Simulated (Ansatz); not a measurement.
With DFT-LDA in the program Ansatz with PAW potentials, Br in the molecular I2 type structure (Cmce) relaxes to a = 6.653 Å, b = 3.925 Å, c = 8.413 Å.

The Kohn–Sham gap is 1.05 eV (indirect).

Symmetry was held in the LDA relaxation. The substance is a gas or liquid at ambient conditions; this is its low-temperature solid. The volume lies over 15 % below that of the usual cell of this phase: another minimum, or an error of the functional. A crystal of weakly bound units computed without a dispersion correction: the cell and the soft elastic constants depend strongly on that. Scalar-relativistic: spin–orbit coupling is off unless named, which matters more the heavier the elements.

Potentials: the earlier of the program's two PAW sets. The files were generated under PBE; for other functionals the program regenerates the frozen cores, and for LDA and PBEsol the local potential too.
